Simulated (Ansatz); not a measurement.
PtSe$_{2}$ in space group R3m (No. 160; Pt on 3a, Se on 3a, Se on 3a), plane-wave PAW PBE (Ansatz code), all energies at zero smearing, with the estimated change up to a 700 eV cutoff added, with one set of potentials and settings (totals compare only within such a set). Cell of 3 atoms (1 Pt, 2 Se): -23461.165 eV.

| element | reference phase | E (eV/atom) |
|---|---|---|
| Pt | Fm-3m, 1 atoms in the cell | -12523.0127 |
| Se | P3_121, 3 atoms in the cell | -5469.0798 |

Formation energy per atom, worked out: (-23461.165 − 1×(-12523.0127) − 2×(-5469.0798))/3 = 0.002 eV/atom (0 kJ per mol of atoms), at 0 K, without zero-point energy or fitted corrections.

The cell is a constructed one: a structure type filled with these elements; neither database checked (COD, Materials Project) lists it. COD files the formula under space group No. 164, so this cell is another polymorph or a model. Whether it is the stable phase at ambient conditions was not checked. The PBE relaxation kept the symmetry of its start; whether a distortion lowers the energy is not shown. The run is not spin-polarised. A crystal of weakly bound layers computed without a dispersion correction: the cell and the soft elastic constants depend strongly on that. The references are the lowest solids computed at this level, not always the standard phases. Scalar-relativistic: spin–orbit coupling is off unless named, which matters more the heavier the elements.

Potentials: the later of the program's two PAW sets.
